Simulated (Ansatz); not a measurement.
**Property card for Nb$_{3}$Ir**

Nb3Ir:
```xyz
4
Lattice="4.1017 0.0000 0.0000 0.0000 4.1017 0.0000 0.0000 0.0000 4.1017" Properties=species:S:1:pos:R:3 pbc="T T T"
Nb     0.0000     2.0509     2.0509
Nb     2.0509     2.0509     0.0000
Nb     2.0509     0.0000     2.0509
Ir     0.0000     0.0000     0.0000
```

Space group Pm-3m (No. 221), Cu3Au type; conventional cell a = b = c = 4.102 Å, α = β = γ = 90.00°.

Method: PBE (plane waves, PAW; program Ansatz). Structure relaxed to zero pressure with the same functional. Other levels are named where they apply.

Cell and energy:

```yaml
volume_per_atom: 17.25 Å³
density: 11.33 g/cm³
Formation energy from the elements (no fitted shifts): -0.12 eV/atom
```

Electronic structure:

```yaml
electronic_character: metallic (no gap)
Density of states at the Fermi level: 1.0 states/eV per atom (mean over ±0.08 eV)
Gap with spin–orbit coupling: none (metallic)
```

Mechanics:

```yaml
Bulk modulus (Birch–Murnaghan fit): 205 GPa
Pressure derivative B′: 4.0
```

A made-up cell: these elements were put on the sites of a structure type; neither database checked (COD, Materials Project) lists it. COD files the formula under space group No. 223. Its standing as an ambient phase is unchecked. The PBE relaxation kept the symmetry of its start; whether a distortion lowers the energy is not shown. No spin polarisation was allowed. The references are the lowest solids computed at this level, not always the standard phases. Scalar-relativistic: spin–orbit coupling is off unless named, which matters more the heavier the elements.

Potentials: the earlier of the program's two PAW sets.
